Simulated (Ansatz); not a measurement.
Sr$_{3}$Ti$_{2}$O$_{7}$:
```yaml
crystal:
  lattice:
    - [-1.95109, 1.95109, 10.17188]
    - [1.95109, -1.95109, 10.17188]
    - [1.95109, 1.95109, -10.17188]
  atoms:
    - { symbol: Sr, position: [0.31569, 0.31569, 0.00000] }
    - { symbol: Sr, position: [0.68431, 0.68431, 0.00000] }
    - { symbol: Sr, position: [0.50000, 0.50000, 0.00000] }
    - { symbol: Ti, position: [0.09755, 0.09755, 0.00000] }
    - { symbol: Ti, position: [0.90245, 0.90245, 0.00000] }
    - { symbol: O, position: [0.40387, 0.90387, 0.50000] }
    - { symbol: O, position: [0.59613, 0.09613, 0.50000] }
    - { symbol: O, position: [0.90387, 0.40387, 0.50000] }
    - { symbol: O, position: [0.09613, 0.59613, 0.50000] }
    - { symbol: O, position: [0.80645, 0.80645, 0.00000] }
    - { symbol: O, position: [0.19355, 0.19355, 0.00000] }
    - { symbol: O, position: [0.00000, 0.00000, 0.00000] }
```

DFT-r²SCAN in the program Ansatz with PAW potentials gives a gap of 2.35 eV without spin–orbit coupling, maximum at X, minimum at Γ.

Question: What happens when spin–orbit coupling is switched on?

Answer: The gap is nearly the same, to 2.35 eV; maximum at X, minimum at Γ.

Question: Give the electron effective mass with spin–orbit coupling.

Answer: 0.43 along x (mₑ).

Question: Give the hole effective mass with spin–orbit coupling.

Answer: 0.89, 1.2, 5.8 mₑ (principal values).

Space group I4/mmm. The workflow started from a Materials Project entry (that database holds measured and hypothetical structures alike); the Crystallography Open Database files this formula in space group No. 139, but the cells were not matched. Its standing as an ambient phase is unchecked. The cell was relaxed with r²SCAN under the symmetry of its start; whether a distortion lowers the energy is not shown. No spin polarisation was allowed.

Potentials: the later of the program's two PAW sets.
